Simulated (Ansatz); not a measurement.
Rh:
```cif
data_Rh
_chemical_formula_sum 'Rh1'
_space_group_name_H-M_alt 'P 1'
_space_group_IT_number 1
_cell_length_a 2.65457
_cell_length_b 2.65457
_cell_length_c 2.65457
_cell_angle_alpha 60.000
_cell_angle_beta 60.000
_cell_angle_gamma 60.000
loop_
_space_group_symop_operation_xyz
  'x, y, z'
loop_
_atom_site_label
_atom_site_type_symbol
_atom_site_fract_x
_atom_site_fract_y
_atom_site_fract_z
_atom_site_occupancy
Rh1 Rh 0.00000 0.00000 0.00000 1
```

Relaxed with LDA.

Which orbitals make up the states near the Fermi level in LDA in the plane-wave PAW code Ansatz?

Within 0.5 eV of the Fermi level: Rh 4d 96 %. Projections are on Löwdin-orthogonalised atomic valence shells; empty p or d shells of many metals are not among them.

Tabulate the density of states.

States/eV per cell of 1 atom, in 0.25 eV bins, energy from the Fermi level.

```
E (eV)  total  Rh 4d  Rh 5s  Rh 4p
------  -----  -----  -----  -----
-7.85    0.04   0.00   0.04   0.00
-7.60    0.06   0.00   0.05   0.00
-7.35    0.07   0.00   0.06   0.00
-7.10    0.09   0.00   0.08   0.00
-6.85    0.11   0.01   0.09   0.00
-6.60    0.26   0.13   0.12   0.00
-6.35    0.76   0.54   0.20   0.01
-6.10    1.23   0.95   0.26   0.01
-5.85    1.66   1.34   0.30   0.01
-5.60    2.01   1.71   0.27   0.01
-5.35    1.63   1.46   0.14   0.01
-5.10    1.34   1.24   0.09   0.01
-4.85    1.05   0.97   0.06   0.01
-4.60    1.22   1.16   0.04   0.01
-4.35    1.28   1.21   0.04   0.01
-4.10    1.18   1.11   0.05   0.01
-3.85    1.24   1.16   0.06   0.01
-3.60    1.34   1.24   0.07   0.01
-3.35    1.49   1.36   0.09   0.01
-3.10    1.97   1.84   0.10   0.01
-2.85    2.36   2.21   0.10   0.01
-2.60    1.34   1.23   0.08   0.01
-2.35    1.32   1.20   0.08   0.01
-2.10    1.15   1.05   0.06   0.00
-1.85    1.14   1.05   0.05   0.00
-1.60    1.41   1.32   0.06   0.00
-1.35    1.51   1.43   0.05   0.00
-1.10    1.29   1.22   0.05   0.00
-0.85    1.19   1.12   0.04   0.00
-0.60    1.12   1.05   0.04   0.00
-0.35    1.10   1.04   0.04   0.00
-0.10    1.16   1.10   0.04   0.00
0.15     1.33   1.27   0.04   0.00
0.40     1.90   1.84   0.05   0.00
0.65     1.71   1.65   0.05   0.00
0.90     0.90   0.83   0.06   0.00
1.15     0.26   0.18   0.07   0.00
1.40     0.22   0.13   0.07   0.00
1.65     0.23   0.12   0.08   0.00
1.90     0.22   0.11   0.09   0.00
2.15     0.23   0.10   0.09   0.00
2.40     0.23   0.09   0.10   0.00
2.65     0.23   0.08   0.10   0.00
2.90     0.23   0.08   0.10   0.00
3.15     0.24   0.07   0.10   0.00
3.40     0.24   0.07   0.10   0.00
3.65     0.24   0.06   0.10   0.00
3.90     0.24   0.05   0.10   0.00
4.15     0.23   0.05   0.10   0.00
4.40     0.23   0.04   0.09   0.00
4.65     0.23   0.04   0.09   0.00
```

Space group Fm-3m (fcc (Cu type)). The LDA relaxation kept the symmetry of its start. No spin polarisation was allowed. Spin–orbit coupling is left out wherever it is not named.

Potentials: the earlier of the program's two PAW sets.
